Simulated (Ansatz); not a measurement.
**SiO₂: O-17 nuclear quadrupole resonance**

Cell: an entry of the Crystallography Open Database (COD) (the cell was measured well above room temperature), atoms as given.

```cif
data_SiO2
_symmetry_space_group_name_H-M 'P4_12_12'
_symmetry_Int_Tables_number 92
_cell_length_a 4.9890
_cell_length_b 4.9890
_cell_length_c 6.9910
_cell_angle_alpha 90.000
_cell_angle_beta 90.000
_cell_angle_gamma 90.000
loop_
_atom_site_label
_atom_site_type_symbol
_atom_site_symmetry_multiplicity
_atom_site_Wyckoff_symbol
_atom_site_fract_x
_atom_site_fract_y
_atom_site_fract_z
Si Si 4 a 0.2977 0.2977 0.0000
O O 8 b 0.2410 0.0999 0.1760
```

One atom of each set is listed.

Method: Kohn–Sham DFT in Ansatz, PBE, plane waves and PAW, scalar-relativistic, 420 eV cutoff, Γ-centred 4×4×3 k-points, Fermi–Dirac smearing 0.02 eV.

O-17: I = 5/2, Q = -25.58 mb (year-2017 value). Static lattice, zero field.

Task: The simulated lines lie at 0.868, 1.70 MHz. What are |C_Q|, η and |V_zz| at O?

Result: For I = 5/2 and η = 0 the lines are 3|C_Q|/20 and twice that; η pulls their ratio below 2. Here |C_Q| = 5.69 MHz, η = 0.12 and |V_zz| = 9.21 × 10²¹ V/m². The calculation gives V_zz positive; the lines don't show the sign. The site has 2 Si at 1.60–1.61 Å, angle 148°.

At O V_zz runs parallel to the line that joins its two neighbours (within 1°).

The calculated pressure of 7 GPa (PBE) comes largely from the unrelaxed atoms: it is 0.9 GPa once they are relaxed in the same cell. The largest force is 0.5 eV/Å, so the atoms aren't at the calculated equilibrium and relaxing them would move these values.
